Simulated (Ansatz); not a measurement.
Data:

ScCo (CsCl type), conventional cell a = 3.0716 Å, b = 3.0716 Å, c = 3.0716 Å, α = 90.00°, β = 90.00°, γ = 90.00°. The calculation uses the primitive cell of 2 atoms, to which meshes and values per cell refer.

E(V) scan at fixed shape, V₀ the volume above. Symmetry pins the atoms to their sites.

Calculation: PBEsol (plane waves to 420 eV, PAW, scalar-relativistic; Ansatz, a quantum-chemistry and plane-wave program). k mesh 15×15×15 (Γ-centred), Fermi-Dirac smearing 0.05 eV. E stands for the smeared free energy. Stress and pressure are positive under compression. ScCo is run without spin polarisation. ScCo was relaxed with its symmetry unable to fall. The zero of ΔE is the relaxed starting cell.

The scan covers V/V₀ from 0.840 to 1.160 in 11 points.

Task: What is the fitted pressure derivative B₀′?

Result: 4.0.

Task: What bulk modulus B₀ follows from a third-order Birch-Murnaghan fit?

Result: 133 GPa.

(A scan under strain: stresses follow from slopes of the energy per volume, elastic moduli from its curvatures.)
